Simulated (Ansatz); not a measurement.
A relaxation computed with Ansatz, from input to last step.

```yaml
crystal:
  lattice:
    - [0.0, 3.6944200322, 3.6944200322]
    - [3.6944200322, 0.0, 3.6944200322]
    - [3.6944200322, 3.6944200322, 0.0]
  atoms:
    - { symbol: Li, position: [0.5, 0.5, 0.5] }
    - { symbol: Li, position: [0.75, 0.75, 0.75] }
    - { symbol: Pt, position: [0.125, 0.125, 0.125] }
    - { symbol: Pt, position: [0.625, 0.125, 0.125] }
    - { symbol: Pt, position: [0.125, 0.125, 0.625] }
    - { symbol: Pt, position: [0.125, 0.625, 0.125] }
basis:
  ecutwfc: 500
kpoints:
  mp_grid: { grid: [8, 8, 8] }
hamiltonian:
  xc: r2scan
scf:
  occupations: { method: gaussian, width: 0.1 }
output:
  forces: true
  stress: true
  eigenvalues: true
relax:
  adjacent_minimum: "off"
  f_tol: 0.005
  max_steps: 80
  cell: { stress_tol: 0.05 }
```

```bash
ansatz run input.yaml --threads 1 --pin off --max-ram 2560MiB --backend cpu --events-out ev --progress --plain --runs-dir out
```

All numbers below come from DFT r2SCAN, scalar-relativistic, plane waves, PAW (Ansatz 0.2.0).

Of 4 frames 3 are shown, positions in Å and forces in eV/Å; the SCF threshold varies from step to step. Steps run on the plane waves of an earlier cell, with a Pulay correction in the pressure. The basis is chosen afresh for the last frame, the zero of the energies, and at times for earlier ones too; energy and pressure step there, also at an unchanged geometry. The mark taken_back stands on steps that the optimiser undid.

```xyz
6
Lattice="0.0000 3.6944 3.6944 3.6944 0.0000 3.6944 3.6944 3.6944 0.0000" Properties=species:S:1:pos:R:3:forces:R:3 pbc="T T T" step=1 free_energy_over_end_meV_per_atom=0.11 pressure_GPa=-0.55
Li    3.6944    3.6944    3.6944    0.0000    0.0000    0.0000
Li    5.5416    5.5416    5.5416    0.0000    0.0000    0.0000
Pt    0.9236    0.9236    0.9236    0.0000    0.0000    0.0000
Pt    0.9236    2.7708    2.7708    0.0000    0.0000    0.0000
Pt    2.7708    2.7708    0.9236    0.0000    0.0000    0.0000
Pt    2.7708    0.9236    2.7708    0.0000    0.0000    0.0000
6
Lattice="0.0000 3.6846 3.6846 3.6846 0.0000 3.6846 3.6846 3.6846 0.0000" Properties=species:S:1:pos:R:3:forces:R:3 pbc="T T T" step=2 free_energy_over_end_meV_per_atom=0.11 pressure_GPa=0.64 taken_back
Li    3.6846    3.6846    3.6846    0.0000    0.0000    0.0000
Li    5.5269    5.5269    5.5269    0.0000    0.0000    0.0000
Pt    0.9212    0.9212    0.9212    0.0000    0.0000    0.0000
Pt    0.9212    2.7635    2.7635    0.0000    0.0000    0.0000
Pt    2.7635    2.7635    0.9212    0.0000    0.0000    0.0000
Pt    2.7635    0.9212    2.7635    0.0000    0.0000    0.0000
6
Lattice="0.0000 3.6899 3.6899 3.6899 0.0000 3.6899 3.6899 3.6899 0.0000" Properties=species:S:1:pos:R:3:forces:R:3 pbc="T T T" step=4 free_energy_over_end_meV_per_atom=0.00 pressure_GPa=-0.01
Li    3.6899    3.6899    3.6899    0.0000    0.0000    0.0000
Li    5.5348    5.5348    5.5348    0.0000    0.0000    0.0000
Pt    0.9225    0.9225    0.9225    0.0000    0.0000    0.0000
Pt    0.9225    2.7674    2.7674    0.0000    0.0000    0.0000
Pt    2.7674    2.7674    0.9225    0.0000    0.0000    0.0000
Pt    2.7674    0.9225    2.7674    0.0000    0.0000    0.0000
```

It took 61 s on 1 thread of Arm Neoverse V2, on a shared host, peak memory 0.72 GiB.

Spin–orbit coupling is left out, which can shift energies with elements as heavy as these.